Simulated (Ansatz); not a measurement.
## CaGe₂Pd₂: computed DOS

```
Ca Ge Pd
1.0
    -2.15458    2.15458    5.05605
     2.15458   -2.15458    5.05605
     2.15458    2.15458   -5.05605
Ca Ge Pd
1 2 2
Direct
  0.00000 0.00000 0.00000
  0.37621 0.37621 0.00000
  0.62379 0.62379 0.00000
  0.75000 0.25000 0.50000
  0.25000 0.75000 0.50000
```

Structure from Materials Project entry mp-16260 (possibly hypothetical), not relaxed further.

Spin polarisation is left out, and whether a magnetic state lies lower isn't shown here.

These are results of DFT, PBEsol, all-electron LAPW, scalar-relativistic (Ansatz 0.2.0), not measurements.

Numerical set-up: a Γ-centred 11×11×11 k mesh, Fermi–Dirac smearing of 0.05 eV, basis error target 0.5 meV/atom, no spin polarisation.

Where is the centre of the filled Pd 4d states between -14 eV and the top of the filled states?

-3.43 eV from the Fermi level.

Tabulate the density of states.

States per eV and cell, averaged over 0.4 eV, from -11.0 to 6.0 eV, with energies (bin centres) from the Fermi level; empty bins are left out. The partial columns, the largest 3 alone, are projections on Löwdin-orthogonalised atomic shells (those that the program's projection atoms carry: the occupied ones and, for some elements, an empty d or f shell; other empty shells have no column), summed over atoms of an element. Weights on diffuse s and p shells depend on that basis and aren't pure angular character.
```json
{"E (eV)": "-10.9", "total": "0.21", "Pd 4d": "0.00", "Ge 4p": "0.01", "Ge 4s": "0.13"}
{"E (eV)": "-10.5", "total": "0.88", "Pd 4d": "0.03", "Ge 4p": "0.05", "Ge 4s": "0.61"}
{"E (eV)": "-10.1", "total": "2.88", "Pd 4d": "0.25", "Ge 4p": "0.20", "Ge 4s": "2.23"}
{"E (eV)": "-9.7", "total": "1.03", "Pd 4d": "0.11", "Ge 4p": "0.05", "Ge 4s": "0.84"}
{"E (eV)": "-9.3", "total": "0.20", "Pd 4d": "0.01", "Ge 4p": "0.06", "Ge 4s": "0.12"}
{"E (eV)": "-8.9", "total": "0.61", "Pd 4d": "0.07", "Ge 4p": "0.16", "Ge 4s": "0.36"}
{"E (eV)": "-8.5", "total": "1.64", "Pd 4d": "0.26", "Ge 4p": "0.33", "Ge 4s": "1.01"}
{"E (eV)": "-8.1", "total": "2.42", "Pd 4d": "0.52", "Ge 4p": "0.34", "Ge 4s": "1.51"}
{"E (eV)": "-7.7", "total": "0.13", "Pd 4d": "0.03", "Ge 4p": "0.02", "Ge 4s": "0.08"}
{"E (eV)": "-5.7", "total": "0.14", "Pd 4d": "0.07", "Ge 4p": "0.07", "Ge 4s": "0.00"}
{"E (eV)": "-5.3", "total": "3.39", "Pd 4d": "1.63", "Ge 4p": "1.56", "Ge 4s": "0.01"}
{"E (eV)": "-4.9", "total": "4.23", "Pd 4d": "2.29", "Ge 4p": "1.69", "Ge 4s": "0.02"}
{"E (eV)": "-4.5", "total": "5.28", "Pd 4d": "3.67", "Ge 4p": "1.49", "Ge 4s": "0.01"}
{"E (eV)": "-4.1", "total": "5.72", "Pd 4d": "4.43", "Ge 4p": "1.18", "Ge 4s": "0.02"}
{"E (eV)": "-3.7", "total": "9.94", "Pd 4d": "7.93", "Ge 4p": "1.61", "Ge 4s": "0.16"}
{"E (eV)": "-3.3", "total": "7.30", "Pd 4d": "6.05", "Ge 4p": "0.96", "Ge 4s": "0.11"}
{"E (eV)": "-2.9", "total": "10.28", "Pd 4d": "9.13", "Ge 4p": "0.81", "Ge 4s": "0.13"}
{"E (eV)": "-2.5", "total": "6.26", "Pd 4d": "5.02", "Ge 4p": "0.96", "Ge 4s": "0.11"}
{"E (eV)": "-2.1", "total": "1.54", "Pd 4d": "0.91", "Ge 4p": "0.47", "Ge 4s": "0.06"}
{"E (eV)": "-1.7", "total": "1.05", "Pd 4d": "0.48", "Ge 4p": "0.42", "Ge 4s": "0.07"}
{"E (eV)": "-1.3", "total": "2.60", "Pd 4d": "0.99", "Ge 4p": "1.06", "Ge 4s": "0.26"}
{"E (eV)": "-0.9", "total": "2.53", "Pd 4d": "1.05", "Ge 4p": "1.11", "Ge 4s": "0.13"}
{"E (eV)": "-0.5", "total": "2.67", "Pd 4d": "1.00", "Ge 4p": "1.27", "Ge 4s": "0.09"}
{"E (eV)": "-0.1", "total": "2.78", "Pd 4d": "0.85", "Ge 4p": "1.41", "Ge 4s": "0.11"}
{"E (eV)": "0.3", "total": "2.32", "Pd 4d": "0.59", "Ge 4p": "1.18", "Ge 4s": "0.11"}
{"E (eV)": "0.7", "total": "1.81", "Pd 4d": "0.38", "Ge 4p": "0.89", "Ge 4s": "0.09"}
{"E (eV)": "1.1", "total": "1.57", "Pd 4d": "0.28", "Ge 4p": "0.78", "Ge 4s": "0.07"}
{"E (eV)": "1.5", "total": "1.38", "Pd 4d": "0.21", "Ge 4p": "0.67", "Ge 4s": "0.05"}
{"E (eV)": "1.9", "total": "1.07", "Pd 4d": "0.14", "Ge 4p": "0.47", "Ge 4s": "0.03"}
{"E (eV)": "2.3", "total": "1.13", "Pd 4d": "0.11", "Ge 4p": "0.42", "Ge 4s": "0.07"}
{"E (eV)": "2.7", "total": "2.75", "Pd 4d": "0.19", "Ge 4p": "0.84", "Ge 4s": "0.27"}
{"E (eV)": "3.1", "total": "2.45", "Pd 4d": "0.13", "Ge 4p": "0.51", "Ge 4s": "0.20"}
{"E (eV)": "3.5", "total": "3.75", "Pd 4d": "0.13", "Ge 4p": "0.36", "Ge 4s": "0.20"}
{"E (eV)": "3.9", "total": "5.61", "Pd 4d": "0.15", "Ge 4p": "0.40", "Ge 4s": "0.15"}
{"E (eV)": "4.3", "total": "5.79", "Pd 4d": "0.13", "Ge 4p": "0.48", "Ge 4s": "0.09"}
{"E (eV)": "4.7", "total": "4.67", "Pd 4d": "0.12", "Ge 4p": "0.69", "Ge 4s": "0.07"}
{"E (eV)": "5.1", "total": "4.37", "Pd 4d": "0.09", "Ge 4p": "0.73", "Ge 4s": "0.07"}
{"E (eV)": "5.5", "total": "3.64", "Pd 4d": "0.07", "Ge 4p": "0.73", "Ge 4s": "0.07"}
{"E (eV)": "5.9", "total": "2.50", "Pd 4d": "0.05", "Ge 4p": "0.53", "Ge 4s": "0.04"}
```
